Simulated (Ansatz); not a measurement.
### Question
CdSe in space group P6_3mc (No. 186; Cd on 2a, Cd on 2b, Se on 2a, Se on 2b) is relaxed with LDA in the plane-wave PAW code Ansatz. What lattice parameters of the conventional cell result?

### Answer
a = 4.248 Å, c = 13.878 Å.

### Question
Give the free coordinates with the occupied sites.

### Answer
In one choice of origin and axes:

```tsv
atom	site	symmetry	x	y	z
Cd	2a	3m.	0.0000	0.0000	0.0002
Cd	2b	3m.	0.3333	0.6667	0.2502
Se	2a	3m.	0.0000	0.0000	0.3128
Se	2b	3m.	0.3333	0.6667	0.0625
```

### Question
Is it a metal or does it have a gap at this level?

### Answer
A gap of 0.43 eV, direct.

The cell is a constructed one: a structure type filled with these elements. Its sites differ from those of the usual phase in this space group: another stacking or structure type. The cell was relaxed with LDA under the symmetry of its start; phonons on a q-mesh show no instability. Spin–orbit coupling is left out wherever it is not named.

Potentials: the later of the program's two PAW sets.
